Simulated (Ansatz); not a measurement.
With the program Ansatz at the PBE level (PAW), Si$_{2}$Mo in the orthorhombic phase (Fddd; Si on 16f, Mo on 8a) relaxes to a = 4.608 Å, b = 8.061 Å, c = 8.756 Å. Against the elements it lies at -0.42 eV/atom, with no fitted shifts.

Electronic character: metallic (no gap).

The bulk modulus is 189 GPa.

The start of the workflow was typed in or built on a structure type; neither database checked (COD, Materials Project) lists it. It is not the phase usual at ambient conditions (space group No. 139). The cell was relaxed with PBE under the symmetry of its start; its stability against distortions is not shown here. No spin polarisation was allowed. The references are the lowest solids computed at this level, not always the standard phases. Spin–orbit coupling is left out wherever it is not named.

Potentials: the earlier of the program's two PAW sets.
